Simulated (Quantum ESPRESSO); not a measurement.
Hf3AlO7F, input and log of a self-consistent run

A calculation, not a measurement. The program is pw.x of Quantum ESPRESSO 7.5 (plane-wave density functional theory). The cell is made up: 12 atoms on a fluorite lattice, with randomly drawn elements, strain and displacements, not relaxed. PseudoDojo standard norm-conserving files (v0.5 for PBE, v0.4.1 for LDA and PBEsol) set the functional; there is no spin polarisation, spin-orbit coupling or dispersion term, and the masses in the input are unused placeholders.

The hafnium pseudopotential is less sure than the others, with forces about 3 percent (worst 6) and pressure in oxides about 1.5 GPa (worst 2.7) from a second method in checks, which no rerun with the same files tests.

Input:

```
&control calculation='scf', pseudo_dir='./dojo.nc.sr.pbe.v0_5.standard.upf', outdir='./o', disk_io='medium', tprnfor=.true., tstress=.true. /
&system ibrav=0, nat=12, ntyp=4, nbnd=50, ecutwfc=84.00895049, nosym=.true., tot_charge=0,
 occupations='smearing', smearing='fd', degauss=0.0018374661
/
&electrons conv_thr=7.350e-09, electron_maxstep=60, /
ATOMIC_SPECIES
Al 1.0 Al.upf
F 1.0 F.upf
Hf 1.0 Hf.upf
O 1.0 O.upf
CELL_PARAMETERS angstrom
5.0819 -0.0115 -0.0157
-0.0115 5.0623 -0.006
-0.0157 -0.006 5.143
ATOMIC_POSITIONS angstrom
Hf -0.0314 0.1266 -0.0141
Hf 0.0653 2.5412 2.5478
Hf 2.5171 -0.0704 2.5654
Al 2.5779 2.49 -0.0302
O 1.2088 1.2155 1.1867
O 1.2251 1.3924 3.8464
F 1.3935 3.9318 1.2913
O 1.3962 3.8766 3.7947
O 3.7905 1.2495 1.2165
O 3.9318 1.211 3.8553
O 3.804 3.8022 1.294
O 3.696 3.8791 3.829
K_POINTS automatic
4 4 4 1 1 1
```

The log is shortened where brackets say so; the opening notice, blank lines, dates and the lines on written files are dropped, and the path of the files is cut. It prints rydbergs, bohrs and kilobars, and counts compression as positive stress. With no partly filled state, the Fermi energy that it prints is only some level between the filled and the empty states on the mesh, and need not lie in the true gap.

```
     Program PWSCF v.7.5
     Parallel version (MPI & OpenMP), running on       1 processor cores
     Number of MPI processes:                 1
     Threads/MPI process:                     1
     [start-up lines left out]
     bravais-lattice index     =            0
     lattice parameter (alat)  =       9.6035  a.u.
     unit-cell volume          =     892.8535 (a.u.)^3
     number of atoms/cell      =           12
     number of atomic types    =            4
     number of electrons       =        88.00
     number of Kohn-Sham states=           50
     kinetic-energy cutoff     =      84.0090  Ry
     charge density cutoff     =     336.0358  Ry
     scf convergence threshold =      7.3E-09
     mixing beta               =       0.7000
     number of iterations used =            8  plain     mixing
     Exchange-correlation= PBE
                           (   1   4   3   4   0   0   0)
     [axes and pseudopotential details left out]
   Cartesian axes
     site n.     atom                  positions (alat units)
         1        Hf     tau(   1) = (  -0.0061787   0.0249118  -0.0027745  )
         2        Hf     tau(   2) = (   0.0128494   0.5000455   0.5013442  )
         3        Hf     tau(   3) = (   0.4953032  -0.0138530   0.5048075  )
         4        Al     tau(   4) = (   0.5072672   0.4899706  -0.0059426  )
         5        O      tau(   5) = (   0.2378620   0.2391804   0.2335133  )
         6        O      tau(   6) = (   0.2410695   0.2739900   0.7568767  )
         7        F      tau(   7) = (   0.2742065   0.7736813   0.2540960  )
         8        O      tau(   8) = (   0.2747377   0.7628193   0.7467034  )
         9        O      tau(   9) = (   0.7458770   0.2458708   0.2393772  )
        10        O      tau(  10) = (   0.7736813   0.2382950   0.7586280  )
        11        O      tau(  11) = (   0.7485334   0.7481792   0.2546273  )
        12        O      tau(  12) = (   0.7272817   0.7633113   0.7534528  )
     number of k points=    32  Fermi-Dirac smearing, width (Ry)=  0.0018
                       cart. coord. in units 2pi/alat
        k(    1) = (   0.1256691   0.1259174   0.1240464), wk =   0.0625000
        k(    2) = (   0.1264329   0.1262119   0.3710808), wk =   0.0625000
     [further k points left out]
     Dense  grid:    92873 G-vectors     FFT dimensions: (  60,  60,  60)
     Estimated max dynamical RAM per process >     159.61 MB
     Initial potential from superposition of free atoms
     starting charge      87.9920, renormalised to      88.0000
     Starting wfcs are   66 randomized atomic wfcs
     total cpu time spent up to now is       10.1 secs
     per-process dynamical memory:    91.8 Mb
     Self-consistent Calculation
     iteration #  1     ecut=    84.01 Ry     beta= 0.70
     Davidson diagonalization with overlap
     ethr =  1.00E-02,  avg # of iterations =  2.0
     total cpu time spent up to now is       34.8 secs
     total energy              =    -623.33175794 Ry
     estimated scf accuracy    <       4.11779349 Ry
     iteration #  2     ecut=    84.01 Ry     beta= 0.70
     Davidson diagonalization with overlap
     ethr =  4.68E-03,  avg # of iterations =  4.3
     total cpu time spent up to now is       75.0 secs
     total energy              =    -623.52306360 Ry
     estimated scf accuracy    <       8.03424125 Ry
     iteration #  3     ecut=    84.01 Ry     beta= 0.70
     Davidson diagonalization with overlap
     ethr =  4.68E-03,  avg # of iterations =  2.6
     total cpu time spent up to now is      101.6 secs
     total energy              =    -625.24031289 Ry
     estimated scf accuracy    <       0.22135992 Ry
     iteration #  4     ecut=    84.01 Ry     beta= 0.70
     Davidson diagonalization with overlap
     ethr =  2.52E-04,  avg # of iterations =  4.2
     total cpu time spent up to now is      130.8 secs
     total energy              =    -625.30486067 Ry
     estimated scf accuracy    <       0.09872529 Ry
     iteration #  5     ecut=    84.01 Ry     beta= 0.70
     Davidson diagonalization with overlap
     ethr =  1.12E-04,  avg # of iterations =  8.4
     total cpu time spent up to now is      157.1 secs
     total energy              =    -625.31290139 Ry
     estimated scf accuracy    <       0.01313000 Ry
     [iterations 6 to 9 left out]
     iteration # 10     ecut=    84.01 Ry     beta= 0.70
     Davidson diagonalization with overlap
     ethr =  8.54E-08,  avg # of iterations =  2.0
     total cpu time spent up to now is      296.5 secs
     total energy              =    -625.31819165 Ry
     estimated scf accuracy    <       0.00002682 Ry
     iteration # 11     ecut=    84.01 Ry     beta= 0.70
     Davidson diagonalization with overlap
     ethr =  3.05E-08,  avg # of iterations =  2.1
     total cpu time spent up to now is      326.3 secs
     total energy              =    -625.31819475 Ry
     estimated scf accuracy    <       0.00000192 Ry
     iteration # 12     ecut=    84.01 Ry     beta= 0.70
     Davidson diagonalization with overlap
     ethr =  2.19E-09,  avg # of iterations =  4.2
     total cpu time spent up to now is      359.2 secs
     total energy              =    -625.31819571 Ry
     estimated scf accuracy    <       0.00000021 Ry
     iteration # 13     ecut=    84.01 Ry     beta= 0.70
     Davidson diagonalization with overlap
     ethr =  2.43E-10,  avg # of iterations =  2.0
     total cpu time spent up to now is      386.7 secs
     total energy              =    -625.31819574 Ry
     estimated scf accuracy    <       0.00000001 Ry
     iteration # 14     ecut=    84.01 Ry     beta= 0.70
     Davidson diagonalization with overlap
     ethr =  1.16E-11,  avg # of iterations =  4.1
     total cpu time spent up to now is      422.5 secs
     End of self-consistent calculation
          k = 0.1257 0.1259 0.1240 ( 11591 PWs)   bands (ev):
   -51.1125 -50.5305 -50.4101 -19.9576 -19.7044 -19.6687 -19.5960 -19.2652
   -19.2488 -19.1789 -19.0779 -19.0083 -14.3454  -7.4712  -6.3543  -6.1722
    -5.9817  -5.8439  -5.6733  -4.9941   2.6683   2.9654   2.9762   4.7845
     5.3056   5.4051   6.1071   6.2577   6.5117   6.7759   6.8696   7.2714
     7.9083   8.0212   8.3626   9.0175   9.3139   9.6032   9.6755   9.9482
    10.0202  10.2029  10.4897  10.6963  13.0833  14.4198  14.8894  15.0750
    15.4081  15.7166
     [levels at the other k points left out]
     the Fermi energy is    11.8614 ev
!    total energy              =    -625.31819575 Ry
     estimated scf accuracy    <          1.9E-09 Ry
     smearing contrib. (-TS)   =       0.00000000 Ry
     internal energy E=F+TS    =    -625.31819575 Ry
     The total energy is F=E-TS. E is the sum of the following terms:
     one-electron contribution =    -142.46505331 Ry
     hartree contribution      =     123.68068887 Ry
     xc contribution           =    -157.91131238 Ry
     ewald contribution        =    -448.62251892 Ry
     convergence has been achieved in  14 iterations
     Forces acting on atoms (cartesian axes, Ry/au):
     atom    1 type  3   force =    -0.07026217    0.00425449   -0.06366891
     atom    2 type  3   force =    -0.09361631   -0.05493831    0.06092316
     atom    3 type  3   force =     0.13668914    0.11234233    0.07503357
     atom    4 type  1   force =     0.05946128   -0.03309468   -0.05183249
     atom    5 type  4   force =     0.03809077    0.08625407    0.04366795
     atom    6 type  4   force =     0.07668815    0.00339370    0.00210634
     atom    7 type  2   force =    -0.06009019   -0.09390748   -0.05972575
     atom    8 type  4   force =    -0.10415856   -0.03495342    0.03248896
     atom    9 type  4   force =    -0.02795929    0.04608985    0.00467457
     atom   10 type  4   force =    -0.05099386    0.06708403   -0.04979813
     atom   11 type  4   force =     0.02532153   -0.02284560   -0.02244290
     atom   12 type  4   force =     0.07082949   -0.07967898    0.02857364
     Total force =     0.375406     Total SCF correction =     0.000123
     Computing stress (Cartesian axis) and pressure
          total   stress  (Ry/bohr**3)                   (kbar)     P=      -25.95
  -0.00002678   0.00004692   0.00017032           -3.94        6.90       25.06
   0.00004692  -0.00003547  -0.00001958            6.90       -5.22       -2.88
   0.00017032  -0.00001958  -0.00046698           25.06       -2.88      -68.69
     init_run     :      9.35s CPU      9.98s WALL (       1 calls)
     electrons    :    386.10s CPU    412.47s WALL (       1 calls)
     forces       :      5.02s CPU      5.09s WALL (       1 calls)
     stress       :     18.62s CPU     19.47s WALL (       1 calls)
     [timing details left out]
     PWSCF        :   6m59.29s CPU   7m27.39s WALL
     JOB DONE.
```

In other units: free energy -8507.887 eV for the cell, pressure -2.60 GPa, largest force component 3.514 eV/Å. A rerun of this cell at 1437 eV and a 6 x 6 x 6 mesh moved values by no more than 0.002 eV in energy, 0.04 GPa in stress and 0.002 eV/Å in force.